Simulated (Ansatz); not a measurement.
Relaxed-ion elastic tensor of AlCr2C in space group P6_3/mmc (No. 194; Al on 2d, Cr on 4f, C on 2a) in GPa (Voigt order), plane-wave PAW PBE (Ansatz code); density 5.35 g/cm³, 11.09 Å³ per atom.

```
 363  82.3   110   0.0   0.0   0.0
82.3   363   110   0.0   0.0   0.0
 110   110   361   0.0   0.0   0.0
 0.0   0.0   0.0   134   0.0   0.0
 0.0   0.0   0.0   0.0   134   0.0
 0.0   0.0   0.0   0.0   0.0   140
```

Q: Is the crystal mechanically stable?

A: Yes: the smallest eigenvalue of C is 134 GPa.

Q: Work out the Voigt, Reuss and Hill averages.

A: K_V = 188, K_R = 188, K_H = 188; G_V = 134, G_R = 134, G_H = 134 GPa.

Q: Give Young's modulus, Poisson's ratio, Pugh's ratio and the universal anisotropy index.

A: E = 9KG/(3K + G) = 324 GPa; ν = 0.21; K/G = 1.40 (brittle by the Pugh limit of 1.75); A_U = 5G_V/G_R + K_V/K_R − 6 = 0.02.

Q: Estimate the sound speeds and the Debye temperature.

A: v_l = √((K + 4G/3)/ρ) = 8270 m/s, v_t = √(G/ρ) = 5000 m/s, mean 5530 m/s; Θ = (h/k)(3n/4πV)^(1/3) v_m = 738 K.

Q: Solve the Christoffel equation for the three sound speeds along x, y, z.

A: Eigenvalues of C_ijkl n_j n_l equal ρv². In km/s, slowest first: x 5.00, 5.12, 8.24; y 5.00, 5.12, 8.24; z 5.00, 5.00, 8.22.

Q: How much does each axis shrink under pressure?

A: Linear compressibilities β_i = Σ_j S_ij (j = 1 to 3): x 1.8, y 1.8, z 1.7 per TPa.

The cell was relaxed with PBE under the symmetry of its start. The run is not spin-polarised. As this level gives no gap, shear constants depend on the k-mesh and smearing (Fermi–Dirac, 0.1 eV here). On the denser mesh and wider smearing of the elastic run this cell carries a stress of 0.4 GPa.

Potentials: the later of the program's two PAW sets.
